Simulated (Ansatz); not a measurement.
**CsPbBr3 with Al replacing Pb: gradients before and after relaxing the atoms**

Start: a supercell of CsPbBr3 (cubic perovskite type, Pm-3m) built from a COD entry, with all atoms left at the host's positions.

Space group Im-3m (No. 229); a = 11.7400 Å.

```csv
site,Wyckoff,site symmetry,x,y,z
Cs,8c,.-3m,0.2500,0.2500,0.2500
Al,2a,m-3m,0.5000,0.5000,0.5000
Pb,6b,4/mm.m,0.5000,0.5000,0.0000
Br9,12e,4m.m,0.2500,0.5000,0.5000
Br10,12d,-4m.2,0.7500,0.0000,0.5000
```

One atom of each set is listed; the run and its k-mesh use a cell of 20 atoms with edges of 10.17, 10.17, 10.17 Å.

Method: Kohn–Sham DFT in Ansatz, PBE, plane waves and PAW, scalar-relativistic, 420 eV cutoff, Γ-centred 2×2×2 k-points, Fermi–Dirac smearing 0.01 eV, cell charge +1.

The largest force at the start is 1.4 eV/Å. Relaxing the ions at fixed cell moves them by 0.347 Å at most (atom 18, Br) and 0.190 Å rms. End positions:

Cs (0.2500, 0.2500, 0.2500)
Al (0.5000, 0.5000, 0.5000)
Pb (0.5000, 0.5000, 0.0000)
Br9 (0.2795, 0.5000, 0.5000)
Br10 (0.7500, 0.0000, 0.5000)

```csv
site,moved (Å),first shell before,first shell after,V_zz before (10²¹ V/m²),η before
Cs,0.000,12 Br at 4.15 Å,12 Br at 4.15–4.17 Å,0.52,0.00
Al,0.000,6 Br at 2.93–2.94 Å,6 Br at 2.59 Å,0.00,–
Pb,0.000,6 Br at 2.94 Å,6 Br at 2.94–3.28 Å,11.46,0.00
Br9,0.347,"1 Al at 2.94 Å, 1 Pb at 2.94 Å, angle 180°",1 Al at 2.59 Å,40.9,0.00
Br10,0.000,"2 Pb at 2.93–2.94 Å, angle 180°","2 Pb at 2.93–2.94 Å, angle 180°",21.7,0.00
```

Problem. What are V_zz and η after the relaxation?

Solution. 

```json
{"site": "Cs", "V_zz after": "-1.31", "η after": "0.00", "change of V_zz": "-1.83"}
{"site": "Al", "V_zz after": "0.00", "η after": "–", "change of V_zz": "0.00"}
{"site": "Pb", "V_zz after": "31.6", "η after": "0.00", "change of V_zz": "+20.18"}
{"site": "Br9", "V_zz after": "34.6", "η after": "0.00", "change of V_zz": "-6.30"}
{"site": "Br10", "V_zz after": "20.9", "η after": "0.00", "change of V_zz": "-0.79"}
```

The largest change of V_zz is on Pb, from 11.46 to 31.6. In per cent, |V_zz| changes by +176 on Pb, -15 to -4 on Br (all sites that start above 0.5, bar those whose gradient vanishes or changes sign or whose main axis turns by over 40°). V_zz changes sign on Cs (same axis).

The defect repeats with the cell of 20 atoms, so it feels its images: sites between two images don't show the values beside a lone defect, and zeros or small values of η there can come from the images' arrangement. Br carries a gradient in the pure host already, so the values there aren't the defect's effect alone. This high-symmetry form of CsPbBr3 is unstable when cold, to tilts of the octahedra. The symmetry of the cell holds that distortion back, wholly or in part, and it would change the field gradients, the more the larger the distortion. A uniform background compensates the cell's charge.
Before: Spin–orbit coupling is left out, which shifts gradients on Pb by a few per cent in wide-gap crystals, and can shift them far more where the calculated gap is small or absent, as here. With a gap of 0.2 eV on this mesh, small gradients can still move by 0.1 × 10²¹ V/m² or more as the k-mesh gets denser. The neighbours have not yet relaxed around the defect (largest force 1.4 eV/Å), so a real crystal will differ.
After: The relaxation keeps the site symmetry m-3m of the start, so the impurity can't leave its site; a start off the site could end lower. Spin–orbit coupling is left out, which shifts gradients on Pb by a few per cent, and by more where contributions nearly cancel.
